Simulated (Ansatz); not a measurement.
Ir:
```yaml
crystal:
  lattice:
    - [2.73073, 0.00000, 0.00000]
    - [-1.36536, 2.36488, 0.00000]
    - [0.00000, 0.00000, 4.41691]
  atoms:
    - { symbol: Ir, position: [0.66667, 0.33333, 0.75000] }
    - { symbol: Ir, position: [0.33333, 0.66667, 0.25000] }
```

Relaxed with r²SCAN. Special points in fractions of this cell's reciprocal vectors: Γ (0.000, 0.000, 0.000); M (0.500, 0.000, 0.000); K (0.333, 0.333, 0.000); A (0.000, 0.000, 0.500); L (0.500, 0.000, 0.500); H (0.333, 0.333, 0.500).

Question: List the band energies nearest the Fermi level at these points for r²SCAN (plane waves, PAW; program Ansatz).

Answer: In eV from the Fermi level; about four levels below and three above (degenerate sets whole), none deeper than 8.9 eV; … stands for higher levels left out; points with the same levels are listed once.

| k | below | above |
|---|---|---|
| Γ | -3.28 -3.28 -2.50 -2.50 -0.73 | 0.28 0.28 … |
| M | -4.29 -3.68 -3.52 -3.06 | 0.72 1.01 1.16 |
| K | -4.38 -4.38 -2.49 -0.02 -0.02 | 0.35 4.73 4.73 |
| A | -0.49 -0.49 -0.49 -0.49 | … |
| L | -2.22 -2.22 -0.97 -0.97 | 0.98 0.98 2.12 2.12 |
| H | -4.29 -4.29 -2.49 -2.49 | 0.32 0.32 7.43 7.43 |

Space group P6_3/mmc (hcp (Mg type)). The workflow started from a Materials Project entry (that database holds measured and hypothetical structures alike); the Crystallography Open Database copy checked does not list it. It is not the phase usual at ambient conditions (space group No. 225). Symmetry was held in the r²SCAN relaxation; of distortions, only those at the zone centre were tested. The run is not spin-polarised. Spin–orbit coupling is left out wherever it is not named.

Potentials: the later of the program's two PAW sets.
